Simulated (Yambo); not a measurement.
```xyz
2
Lattice="0.0000 2.2661 2.2661 2.2661 0.0000 2.2661 2.2661 2.2661 0.0000" Properties=species:S:1:pos:R:3 pbc="T T T"
B      0.0000     0.0000     0.0000
P      3.3991     3.3991     3.3991
```

BP (zinc blende, space group F-43m, No. 216): mean Im ε in 1 eV windows above the direct gap of 4.29 eV, for different electron-hole kernels (Yambo, broadening 0.15 eV, norm-conserving PBE (Quantum ESPRESSO, 76 Ry, scalar-relativistic) bands; 10×10×10 mesh, 3 valence and 3 conduction bands, static screening with 11 bands and a 4 Ry block, scissor 0.88 eV, Tamm-Dancoff; field along x).

| window (eV) | independent quasiparticles | RPA (no attraction) | BSE |
|---|---|---|---|
| 4.3 to 5.3 | 4.9 | 4.1 | 11 |
| 5.3 to 6.3 | 12 | 9.6 | 30 |
| 6.3 to 7.3 | 25 | 22 | 14 |
| 7.3 to 8.3 | 15 | 14 | 9.5 |

This run doesn't resolve bound excitons or single peaks, so only averages are given, and they too depend on the mesh; weight that the attraction moves below the gap isn't listed. All transitions below 8.30 eV are in the band window. The scissor comes from a G0W0 run whose convergence isn't established.

Geometry of the Materials Project entry, not relaxed at this level.
